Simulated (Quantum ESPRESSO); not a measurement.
## Kohn-Sham bands of Ta2N (P-31m)

```
CELL_PARAMETERS angstrom
      5.29657     0.00000     0.00000
     -2.64828     4.58696     0.00000
      0.00000     0.00000     4.93918
ATOMIC_POSITIONS crystal
  Ta 0.66637 0.66637 0.75362
  Ta 0.33363 0.33363 0.24638
  Ta 0.33363 0.00000 0.75362
  Ta 0.66637 0.00000 0.24638
  Ta 0.00000 0.33363 0.75362
  Ta 0.00000 0.66637 0.24638
  N  0.66667 0.33333 0.50000
  N  0.33333 0.66667 0.50000
  N  0.00000 0.00000 0.00000
```

Cell from Materials Project (mp-1079438), symmetrised, no further relaxation. Not found in the COD (Crystallography Open Database) copy used; not checked further. Level: PBEsol, no spin polarisation, no spin-orbit coupling; pw.x of Quantum ESPRESSO at 68 Ry with PseudoDojo potentials, 4×4×4 k-points, Wannier90. Density: 12×12×6 mesh, cold smearing 0.01 Ry. Spin-orbit coupling is left out although heavy elements are present.

List the Kohn-Sham levels between −8 and 3.0 eV relative to the Fermi level at the high-symmetry points, as a band run of pw.x on that density gives them (levels within 2 meV counted together).


```tsv
point	k (reciprocal lattice)	levels (eV)
Γ	0.000 0.000 0.000	-7.17 (×2), -6.92 (×2), -6.25 (×2), -6.14, -5.94, -5.84, -3.12, -2.62 (×2), -1.93 (×2), -1.60, -0.77, -0.45 (×2), -0.33, -0.08 (×2), 0.74 (×2), 1.75 (×2), 2.96, 2.96
M	0.500 0.000 0.000	-7.74, -7.32, -6.92, -6.05, -5.96, -5.57, -5.46, -4.20, -3.86, -3.81, -3.05, -3.04, -2.32, -2.06, -1.94, -1.37, 0.40, 0.61, 0.98, 1.02, 1.83, 2.29, 2.41, 2.51, 2.70, 2.97
K	0.333 0.333 0.000	-6.66 (×2), -6.23, -5.97, -5.52 (×2), -4.02 (×2), -3.81, -3.28, -2.84 (×2), -1.81 (×2), -1.54, 0.76 (×2), 1.16, 1.70, 1.90 (×2), 2.81, 2.85 (×2)
A	0.000 0.000 0.500	-7.19, -6.63 (×2), -6.28, -5.39 (×2), -2.92, -2.86, -2.40, -2.23 (×2), -1.82, -1.70 (×2), -1.36 (×2), -0.90, 0.67 (×2), 0.88, 2.07 (×2), 2.16 (×2), 2.80 (×2)
L	0.500 0.000 0.500	-7.79, -7.67, -7.64, -7.03, -6.73, -6.62, -6.41, -6.32, -5.86, -3.58, -3.57, -2.81, -2.77, -2.75, -2.42, -2.10, -1.23, -1.18, -0.72, -0.07, 0.18, 0.19, 0.66, 1.01, 2.68, 2.76, 2.92
H	0.333 0.333 0.500	-7.70, -7.54 (×2), -6.83 (×2), -6.76, -6.51 (×2), -5.82, -3.83, -3.17 (×2), -2.67 (×2), -2.59, -2.18, -1.41 (×2), -0.44 (×2), 0.83, 0.87, 1.34 (×2), 2.53 (×2), 2.72, 2.96 (×2)
H_2	0.333 0.333 -0.500	-7.70, -7.54 (×2), -6.83 (×2), -6.76, -6.51 (×2), -5.82, -3.83, -3.17 (×2), -2.67 (×2), -2.59, -2.18, -1.41 (×2), -0.44 (×2), 0.83, 0.87, 1.34 (×2), 2.53 (×2), 2.72, 2.96 (×2)
```
